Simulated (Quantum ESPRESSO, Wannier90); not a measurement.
# Wannierisation of ZrN (NiAs type)

Materials Project entry mp-1093992; symmetrised, unrelaxed at this level. Not found in the COD (Crystallography Open Database) copy used, which has the formula in other groups; not checked further. Method: PBEsol plane waves in Quantum ESPRESSO 7.5 (PseudoDojo norm-conserving files, 68 Ry, spinors with spin-orbit coupling), Bloch states on a 6×6×4 mesh through Γ, Wannier90 4.0.1. Density: 12×12×6 mesh, cold smearing 0.01 Ry.

```
begin unit_cell_cart
ang
    3.1872497973    0.0000000000    0.0000000000
   -1.5936248986    2.7602392926    0.0000000000
    0.0000000000    0.0000000000    5.4901700000
end unit_cell_cart
mp_grid = 6 6 4
```

Problem. Which shells of neighbouring k-points and which b-vectors and weights does Wannier90 pick for this cell and mesh?

Solution. 
```
 *---------------------------------- K-MESH ----------------------------------*
 +----------------------------------------------------------------------------+
 |                    Distance to Nearest-Neighbour Shells                    |
 |                    ------------------------------------                    |
 |          Shell             Distance (Ang^-1)          Multiplicity         |
 |          -----             -----------------          ------------         |
 |             1                   0.286111                      2            |
 |             2                   0.379387                      6            |
 |             3                   0.475177                     12            |
 |             4                   0.572221                      2            |
 |             5                   0.657117                      6            |
 |             6                   0.686565                     12            |
 |             7                   0.716702                     12            |
 |             8                   0.758773                      6            |
       ... (lines left out)
 +----------------------------------------------------------------------------+
 | The b-vectors are chosen automatically                                     |
 | The following shells are used:                       1,  2                 |
 +----------------------------------------------------------------------------+
 |                        Shell   # Nearest-Neighbours                        |
 |                        -----   --------------------                        |
 |                          1               2                                 |
 |                          2               6                                 |
 +----------------------------------------------------------------------------+
 | Completeness relation is fully satisfied [Eq. (B1), PRB 56, 12847 (1997)]  |
 +----------------------------------------------------------------------------+
 |                  b_k Vectors (Ang^-1) and Weights (Ang^2)                  |
 |                  ----------------------------------------                  |
 |            No.         b_k(x)      b_k(y)      b_k(z)        w_b           |
 |            ---        --------------------------------     --------        |
 |             1         0.000000    0.000000    0.286111     6.108039        |
 |             2         0.000000    0.000000   -0.286111     6.108039        |
 |             3         0.000000    0.379387    0.000000     2.315874        |
 |             4         0.328558    0.189693    0.000000     2.315874        |
 |             5         0.000000   -0.379387    0.000000     2.315874        |
 |             6         0.328558   -0.189693    0.000000     2.315874        |
 |             7        -0.328558   -0.189693    0.000000     2.315874        |
 |             8        -0.328558    0.189693    0.000000     2.315874        |
```
